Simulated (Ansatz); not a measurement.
**Tetragonal deformation path in TeAs**

These are results of DFT r2SCAN, scalar-relativistic, plane waves, PAW in Ansatz 0.2.0, not measurements. The runs took a 500 eV cutoff, a Γ-centred 16×16×16 mesh and Gaussian smearing (0.15 eV). No spin polarisation. Energies are free energies at this smearing, counted from the undisturbed cell; pressure is positive in compression.

Reference structure (as given, not relaxed at this level; it stands at -1.1 GPa, and it needn't be the usual structure):

```yaml
crystal:
  lattice:
    - [0.00000, 2.96767, 2.96767]
    - [2.96767, 0.00000, 2.96767]
    - [2.96767, 2.96767, 0.00000]
  atoms:
    - { symbol: Te, position: [0.50000, 0.50000, 0.50000] }
    - { symbol: As, position: [0.00000, 0.00000, 0.00000] }
```

At fixed volume and fractional coordinates, lengths along (0.000, 0.000, 1.000) are scaled against those across it; ρ is that ratio over its starting value. The cell is metallic on the mesh throughout.

```tsv
ρ	ΔE (meV/atom)	pressure (GPa)
0.707	947.2	16.6
0.780	471.5	7.2
0.850	?	?
0.920	44.9	-0.3
1.000	0.0	-1.1
1.200	142.1	2.2
1.300	?	?
1.414	375.7	10.7
```

Q: Give the withheld values.

A: ΔE (meV/atom) at ρ = 0.850: 187.9; pressure (GPa) at ρ = 0.850: 2.4; ΔE (meV/atom) at ρ = 1.300: 240.5; pressure (GPa) at ρ = 1.300: 5.7.